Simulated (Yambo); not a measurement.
G0W0@LDA for Na₂CO₃ (space group C2/m, No. 12) in Yambo. Reference settings: 2×2×2 Γ-centred k mesh, bands 5 to 208 and a 7 Ry block in the screening, 208 bands in G with the Bruneval-Gonze terminator, plasmon pole fitted at 27.2 eV. The LDA gap (0, 0, -0.5) → Γ on this mesh is 3.96 eV; G0W0 gaps are taken between the same points.

With and without the terminator, as bands are cut:

```csv
bands in G (in W),"gap, terminator (eV)","gap, none (eV)","valence shift, terminator (eV)","valence shift, none (eV)"
90 (208),7.258,6.932,-1.696,-1.063
140 (208),7.236,7.015,-1.705,-1.311
208 (208),7.237,7.111,-1.713,-1.489
```

Over this range the gap spans 0.022 eV with the terminator and 0.179 eV without, the valence shift 0.017 eV and 0.426 eV. Neither column has reached its limit for certain.

Geometry of the Materials Project entry, not relaxed at this level; primitive cell a = b = 5.121 Å, c = 5.922 Å, α = β = 101.29°, γ = 61.87°.

A shift is the quasiparticle energy of the state minus its LDA energy.
